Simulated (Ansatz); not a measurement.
HfO$_{2}$ (fluorite)

```
CELL_PARAMETERS angstrom
      0.00000     2.54880     2.54880
      2.54880     0.00000     2.54880
      2.54880     2.54880     0.00000
ATOMIC_POSITIONS crystal
  Hf 0.00000 0.00000 0.00000
  O  0.25000 0.25000 0.25000
  O  0.75000 0.75000 0.75000
```

The slice is a {111} plane (indices of the conventional cell) through the point (0.250, 0.250, 0.250) (fractional), spanned by u = [100] and v = [-1 2 0] in vectors of this cell: u (3.60 Å) and v (6.24 Å, at 90° to u). It covers one period; positions are fractions (u, v).

All values below come from PBE (plane waves to 420 eV, PAW, scalar-relativistic; Ansatz, an electronic-structure program). k mesh 11×11×11. These are valence fields of a PAW run, semicore shells included where kept as valence: close to a nucleus they are smooth pseudo fields. HfO2 is run without spin polarisation. HfO2 was relaxed with its symmetry unable to fall. Spin-orbit coupling is left out, though Hf is heavy. This is a high-temperature form of HfO2.

Task: Predict the map of the electrostatic potential energy of an electron, from the cell's mean on the slice.

Result: 
```tsv
v \ u	0.00	0.11	0.22	0.33	0.44	0.56	0.67	0.78	0.89
0.94	x	x	x	<2.0	<2.0	<2.0	<2.0	x	x
0.84	8.9	7.9	2.4	<2.0	x	x	<2.0	2.4	7.7
0.75	9.8	8.5	4.1	<2.0	<2.0	<2.0	<2.0	4.1	8.5
0.66	10.1	9.7	8.6	6.6	4.5	4.3	6.8	8.6	9.7
0.56	7.8	8.5	9.3	x	x	x	x	9.2	8.5
0.47	<2.0	<2.0	5.2	x	x	x	x	5.1	<2.0
0.38	x	x	<2.0	5.7	x	x	5.9	<2.0	x
0.28	x	x	<2.0	6.0	9.3	9.4	6.1	<2.0	x
0.19	<2.0	2.3	5.7	8.5	9.9	9.9	8.5	5.7	2.3
0.09	x	x	8.9	9.7	9.3	9.2	9.7	8.9	x
0.00	x	x	x	5.9	2.8	3.0	5.8	x	x
```

Values: electrostatic potential energy of an electron, from the cell's mean, in eV. Points within 0.9 Å of a nucleus are blanked (x), as the pseudised field means little there. Values under 2 eV are set to 2. The zero, the cell's mean, hangs on the PAW cores.
